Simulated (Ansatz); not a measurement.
System: Ag (fcc type), 1 atom in the cell.

Theory: PBE, all-electron LAPW, point nucleus (Ansatz 0.2.0 development build).

k-mesh 12×12×12 Γ-centred; Fermi–Dirac smearing of 0.1 eV; no spin polarisation.

```
Ag
1.0
     0.00000    2.07500    2.07500
     2.07500    0.00000    2.07500
     2.07500    2.07500    0.00000
Ag
1
Direct
  0.00000 0.00000 0.00000
```

(1) What pressure does the calculation give?

## Answers

(1) The pressure is 0.00 GPa, close to zero.

The k-mesh is modest, so these values aren't fully converged in k.
